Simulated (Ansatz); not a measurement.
**One input, then a changed one: Ta (sc type)**

First run: DFT, PBEsol, norm-conserving pseudopotentials, Ansatz's default files, scalar-relativistic (Ansatz 0.2.0).

Command: `ansatz run input.yaml --threads 1 --pin off --max-ram 2048MiB --backend cpu --events-out ev --progress --plain --runs-dir out` It took 3.5 s on 1 thread of Arm Neoverse V1 (shared host), peak memory 0.28 GiB.

```yaml
crystal:
  lattice:
    - [2.6146431476, 0.0, 0.0]
    - [0.0, 2.6146431476, 0.0]
    - [0.0, 0.0, 2.6146431476]
  atoms:
    - { symbol: Ta, position: [0.0, 0.0, 0.0] }
kpoints:
  mp_grid: { grid: [14, 14, 14] }
scf:
  occupations: { method: fermi_dirac, width: 0.05 }
hamiltonian:
  xc: pbesol
  pseudopotentials: { kind: nc }
output:
  forces: true
  stress: true
  eigenvalues: true
```

The cell comes from a relaxation on PAW files under the same functional, begun from a prototype that needn't be the stable phase.

This run: volume at 0.9 of the series' base cell.

It converges in 6 SCF iterations at a pressure of 19.41 GPa, cutoff 789 eV.

The input is then changed:

```diff
   occupations: { method: fermi_dirac, width: 0.05 }
+  algorithm: direct_min
+  lower_state_search: standard
 hamiltonian:
   eigenvalues: true
+basis:
+  ecutwfc: "450 eV"
```

Question: What does the second run give?

Answer: It converges in 6 SCF iterations at a pressure of 19.24 GPa, cutoff 450 eV, free energy +0.56 eV/atom against the first run's. More than one line changes, and not each need have an effect.
